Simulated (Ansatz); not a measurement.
**Notes on Al2O3**

```
Al O
1.0
     5.19821    0.00000    0.00000
     2.96147    4.27213    0.00000
     2.96147    1.55052    3.98082
Al O
4 6
Direct
  0.35000 0.35000 0.35000
  0.15000 0.15000 0.15000
  0.65000 0.65000 0.65000
  0.85000 0.85000 0.85000
  0.95000 0.55000 0.25000
  0.25000 0.95000 0.55000
  0.55000 0.25000 0.95000
  0.05000 0.45000 0.75000
  0.75000 0.05000 0.45000
  0.45000 0.75000 0.05000
```

Single point in Ansatz 0.2.0 with r2SCAN, no spin polarisation. Cutoff 500 eV, PAW datasets, 7×7×7 Γ-centred k mesh, fermi-dirac filling (width 0.1 eV).

Charges: Bader charges in e: Al +2.59, O -1.72. In the mean Al gives up most and O takes most.
Band edges: Within 0.7 eV of the edges, the states project mainly on O p (96 %) below the gap and on Al s (48 %) and O s (36 %) above it.
Formation energy: -3.29 eV an atom against the elements' usual phases (free molecules for gases, crystals otherwise, with no correction for O₂ or N₂), so it is bound against them; other compounds may still compete. Relaxing would lower it.
Stress: The pressure is -8.6 GPa (compression positive), so with the atoms held at these fractions the cell would first shrink.
Electronic structure: The gap on the k mesh is 6.67 eV; the mesh may miss the band edges, so the true gap of this level can be smaller.

Origin: a database entry at a rescaled volume. Caveats: an odd or shifted mesh can miss the band edges, so this level's true gap may be smaller.
